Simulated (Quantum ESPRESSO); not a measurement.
## Quadrupole interaction in CdS

```yaml
crystal:
  lattice:
    - [4.16884, 0.00000, 0.00000]
    - [-2.08442, 3.61032, 0.00000]
    - [0.00000, 0.00000, 6.77962]
  atoms:
    - { symbol: Cd, position: [0.66667, 0.33333, 0.50022] }
    - { symbol: Cd, position: [0.33333, 0.66667, 0.00022] }
    - { symbol: S, position: [0.66667, 0.33333, 0.87678] }
    - { symbol: S, position: [0.33333, 0.66667, 0.37678] }
```
The geometry is a computed Materials Project entry, not a measured one. It is CdS in P6₃mc. Stability against distortions was not tested.

Convention: |Vzz| is the largest principal value, η_Q = (Vxx − Vyy)/Vzz, |C_Q| = |eQVzz/h|. Cores are frozen. Cd had no test against all-electron runs.

Quadrupole moments taken as inputs (sizes, barn, from the tables of PySCF and pymatgen): ³³S 0.0678.

Task: What do the calculations give at each independent site (field gradients by the PAW reconstruction of the field gradient on a scalar-relativistic PBE ground state (a modified build of Quantum ESPRESSO, JTH datasets), 20 Ha, k-mesh 6×6×4 through Γ)?

Result: 
```csv
site,site symmetry,Vzz (10²¹ V/m²),η_Q,∣C_Q∣ (MHz)
"Cd (atoms 1, 2)",3m,0.28,0.00,–
"S (atoms 3, 4)",3m,under 0.2,–,under 0.32 (³³S)
```
